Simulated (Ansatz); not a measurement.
## Bond compression in O (hcp type)

```
O
1.0
     2.50299    0.00000    0.00000
    -1.25149    2.16765    0.00000
     0.00000    0.00000    4.05484
O
2
Cartesian
  0.0000 1.4451 1.0137
  1.2515 0.7226 3.0411
```

This is a prototype cell at a chosen volume, and whether it is the ground state is a separate question.

Its shortest bond, of 2.490 Å between atom 1 (O) and the nearest image of atom 2 (O), is scaled by moving both atoms along it, with the cell held. The force apart is half the difference of the two atoms' forces along the bond; it holds the pull and push of their other neighbours too.

Computed with Ansatz 0.2.0; functional PBEsol, scalar-relativistic. Settings: a Γ-centred 14×14×8 k mesh, Fermi–Dirac smearing of 0.05 eV, no spin polarisation. Methods: LAPW: all electrons, basis error target 1 meV/atom; PAW: frozen-core files, cutoff 420 eV; crystal datasets: all electrons, by PAW datasets that the program makes for each cell; PAW (cutoff 600 eV): frozen-core files, cutoff 600 eV.

Energies are extrapolated to zero smearing and count from the unscaled cell; pressure is positive in compression; gaps take the mesh and a band path. No temperature or zero-point motion is included.

The PAW files were made under PBE.

```
bond (Å)  force apart (eV/Å)  P LAPW (GPa)  ΔE LAPW (eV/atom)  P PAW − LAPW (GPa)  ΔE PAW − LAPW (meV/atom)  force PAW − LAPW (eV/Å)
   2.490                0.00         -26.3              0.000               -0.06                       0.0                    0.000
   2.340               -0.81         -26.2             -0.031               -0.04                      -0.1                    0.002
   1.743               -4.97         -22.3             -0.834                0.01                       0.2                    0.003
   1.444               -7.42             ?             -1.818               -0.11                      -1.5                   -0.032
```

(1) Fill in "P LAPW (GPa)" for the row "1.444".

(2) At the last bond length, how far do crystal datasets and PAW (cutoff 600 eV) lie from LAPW in pressure and in the largest force component?

(3) How do the Löwdin populations by LAPW change from the unscaled cell to the last row, on the two atoms of the bond?

Results:

(1) -12.43.

(2) crystal datasets: 0.00 GPa, 0.001 eV/Å; PAW (cutoff 600 eV): -0.10 GPa, 0.026 eV/Å, on a LAPW pressure of -12.43 GPa.

(3) O1 2s 2.00 → 1.91, O1 2p 4.00 → 4.07, O2 2s 2.00 → 1.91, O2 2p 4.00 → 4.07 electrons an atom. These are projections on the shells that the free atoms fill; 0.01 e a cell lies outside them at the start and 0.04 e at the end.
